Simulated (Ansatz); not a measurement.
**Compressing Ir$_{2}$P: a fit and a missing row**

Ir$_{2}$P, Fm-3m, a = 5.548 Å. The structure is a COD entry; whether it is the stable form wasn't checked. Ansatz: r2SCAN, PAW, 500 eV, Γ-centred 14×14×14 mesh on 3 atoms, Gaussian smearing 0.10 eV; no spin polarisation. Symmetry fixes shape and atoms, so the cell is only scaled; pressure is positive in compression.

```tsv
V (Å³/atom)	P (GPa)
12.521	?
12.948	35.79
13.375	21.70
13.802	9.89
14.228	-0.01
14.655	-8.28
15.082	-15.19
15.651	-22.63
```

Q: Take V0 = 14.228 Å³/atom, count pressures from its P0 = -0.01 GPa, fit the third-order Birch–Murnaghan form to the other rows, and predict the missing pressure.

A: With the Eulerian strain f = ½[(V0/V)^(2/3) − 1] and y = (P − P0)/[3f(1 + 2f)^(5/2)], the form is the line y = B0 + 1.5 B0 (B0′ − 4) f. Rows (f, y): 0.03243, 314.5; 0.02104, 310.3; 0.01024, 306.3; -0.00976, 296.7; -0.01906, 292.6; -0.03079, 287.1. Means f = 0.0006833, y = 301.25; Σ(Δf)² = 0.003003, ΣΔfΔy = 1.317; the slope is their ratio. y = 301.0 + 438.5 f GPa, so B0 = 301.0 GPa and B0′ = 4 + 2 × (438.5)/(3 × 301.0) = 4.97. At V = 12.521, f = 0.04447, y = 320.50 and P = 52.90 GPa. The run gave 52.61 GPa, so the fit is 0.29 GPa too high, a small miss on the scale of the series.

Spin–orbit coupling is left out, which can shift energies with elements as heavy as these.

Cost: 8 runs of about 4 core-minutes in all, on Intel Xeon Processor @ 2.50GHz (Skylake/Cascade Lake) (shared hosts).